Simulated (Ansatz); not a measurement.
Zn2CdS3 (P3m1) at 2 levels of theory

One geometry, relaxed with PBE; plane waves with PAW potentials in Ansatz, scalar-relativistic. No spin polarisation. Gaps are the least over mesh and band path; pressure is positive in compression.

```cif
data_structure
_symmetry_space_group_name_H-M 'P3m1'
_symmetry_Int_Tables_number 156
_cell_length_a 3.9508
_cell_length_b 3.9508
_cell_length_c 9.7749
_cell_angle_alpha 90.000
_cell_angle_beta 90.000
_cell_angle_gamma 120.000
_cell_volume 132.13
loop_
_atom_site_label
_atom_site_type_symbol
_atom_site_symmetry_multiplicity
_atom_site_Wyckoff_symbol
_atom_site_fract_x
_atom_site_fract_y
_atom_site_fract_z
_atom_site_occupancy
Zn1 Zn 1 b 0.33333 0.66667 0.99155 1
Zn2 Zn 1 c 0.66667 0.33333 0.67541 1
Cd1 Cd 1 a 0.00000 0.00000 0.32886 1
S1 S 1 b 0.33333 0.66667 0.75075 1
S2 S 1 c 0.66667 0.33333 0.43548 1
S3 S 1 a 0.00000 0.00000 0.06795 1
```

| level | cutoff (eV) | k mesh | gap (eV) | pressure (GPa) |
| --- | --- | --- | --- | --- |
| PBE | 420 | 12×12×4 | 1.41 | 0.0 |

Question: What comes out on the same cell with LDA?

Answer:
| level | cutoff (eV) | k mesh | gap (eV) | pressure (GPa) |
| --- | --- | --- | --- | --- |
| LDA | 420 | 12×12×4 | 1.15 | -5.5 |

It was reached by relaxing an invented guess, and it needn't be the stable form of this composition.
